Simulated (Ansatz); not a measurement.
Si2W:
```yaml
crystal:
  lattice:
    - [-1.59269, 1.59269, 3.88576]
    - [1.59269, -1.59269, 3.88576]
    - [1.59269, 1.59269, -3.88576]
  atoms:
    - { symbol: W, position: [0.00000, 0.00000, 0.00000] }
    - { symbol: Si, position: [0.33469, 0.33469, 0.00000] }
    - { symbol: Si, position: [0.66531, 0.66531, 0.00000] }
```

Relaxed with LDA.

Decompose the optical modes at the zone centre into irreducible representations, and say which are infrared and Raman allowed.

Point group 4/mmm: Γ_opt = A1g + A2u + Eg + Eu. Infrared: A2u, Eu. Raman: A1g, Eg.

Assign frequencies (DFPT, DFT-LDA in the program Ansatz with PAW potentials).

Eu 264, A2u 307, Eg 341, A1g 451 cm⁻¹.

Space group I4/mmm (MoSi2 or CaC2 type). The cell was relaxed with LDA under the symmetry of its start; of distortions, only those at the zone centre were tested. The run is not spin-polarised. As this level gives no gap, phonon frequencies hold no LO–TO term and depend on the k-mesh and smearing (Fermi–Dirac, 0.1 eV here). Spin–orbit coupling is left out wherever it is not named.

Potentials: the later of the program's two PAW sets.
